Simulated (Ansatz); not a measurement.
Debugging a calculation of Ta3N

Intended: Ta3N, PBE, plane waves and PAW in Ansatz. The input:

```yaml
crystal:
  lattice:
    - [3.0322239879, 0.0, 0.0]
    - [-1.516111994, 2.6259830035, 0.0]
    - [0.0, 0.0, 7.524137]
  atoms:
    - { symbol: Ta, position: [0.0, 0.0, 0.5] }
    - { symbol: Ta, position: [0.3333333333, 0.6666666667, 0.17393] }
    - { symbol: Ta, position: [0.6666666667, 0.3333333333, 0.82607] }
    - { symbol: "N", position: [0.0, 0.0, 0.0] }
basis:
  ecutwfc: 130
kpoints:
  mp_grid: { grid: [15, 15, 6] }
hamiltonian:
  xc: pbe
scf:
  occupations: { method: gaussian, width: 0.1 }
output:
  forces: true
  stress: true
  eigenvalues: true
```

The program printed (HF is the Harris–Foulkes energy, dr2 the density residual in eV):

```text
Warning: basis.ecutwfc = 130 eV is below the records' recommended 420 eV, and the density's cutoff is lower with it unless basis.ecutrho_ratio is high enough to keep the records' density cutoff: compare with a run at a higher cutoff
Pseudopotential: Ta, paw, valence charge 13, recommended cutoff 420 eV (normal)
Pseudopotential: N, paw, valence charge 5, recommended cutoff 420 eV (normal)
Crystal: 4 atoms, lattice volume = 59.911 Å³
Basis set: ecut = 130 eV, 199 PW (Γ), exchange–correlation on 24×24×60 points (8 copies of the dense FFT grid, shifted against one another)
Bands: 27, of which v1, the nominal top of the filled ones, is band 22 counted from 1 (21 counted from 0)
Symmetry: 12 space group operations
Space group: P-3m1 (ITA 164), of the structure as read, at distance tolerance 3.9e-5 Å
k-points: 146 of 1350
Initial density: superposition of atomic densities, corrected by the library's trained network
SCF iter   1: HF=-30126.173301 eV  Δρ=1.99e-1  dr2=1.63e1
SCF iter   2: HF=-30120.680576 eV  Δρ=1.07e-1  dr2=4.18e0
SCF iter   3: HF=-30118.482359 eV  Δρ=1.54e-2  dr2=9.25e-2
SCF iter   4: HF=-30118.433437 eV  Δρ=1.63e-3  dr2=1.65e-3
SCF iter   5: HF=-30118.433207 eV  Δρ=2.62e-4  dr2=4.17e-5
SCF iter   6: HF=-30118.435048 eV  Δρ=6.53e-5  dr2=5.51e-6
SCF iter   7: HF=-30118.435048 eV  Δρ=1.40e-5  dr2=2.64e-7
SCF iter   8: F=-30118.435048 eV  HF=-30118.435048 eV  Δρ=3.12e-6  dr2=8.84e-9
SCF 1 converged in 8 iterations: F = -30118.435048 eV  dr2 = 8.84e-9
SCF converged after 8 iterations
Free energy (F): -30118.435048 eV
E sigma→0 (E₀):  -30118.426676 eV
Entropy (-TS):   -0.016743 eV (-4.186 meV/atom)
Fermi energy:    19.418853 eV
--- Forces (eV/Å), atoms counted from 1 ---
  atom   1  Ta    -0.00000000     0.00000000     0.00000000
  atom   2  Ta     0.00000000    -0.00000000     4.60092107
  atom   3  Ta    -0.00000000     0.00000000    -4.60092107
  atom   4  N      0.00000000     0.00000000     0.00000000
--- Stress (GPa, compression-positive) ---
       -7.249980       0.000000      -0.000000
        0.000000      -7.249980       0.000000
       -0.000000       0.000000      -0.410267
  P = ⅓ Tr σ = -4.9701 GPa (-49.701 kbar)
```

Question: The run finished without an error. What is wrong all the same?

Answer: The fault is a cutoff far under the potentials' need. The plane waves can't represent the pseudo-wavefunctions. The cure is the recommended cutoff.

Mended input, as a difference:

```diff
 basis:
-  ecutwfc: 130
+  ecutwfc: 420
```

The mended run converges, with a pressure of -0.71 GPa, a largest force of 0.102 eV/Å, no gap. The faulty run's energy lay 16.04 eV per atom higher.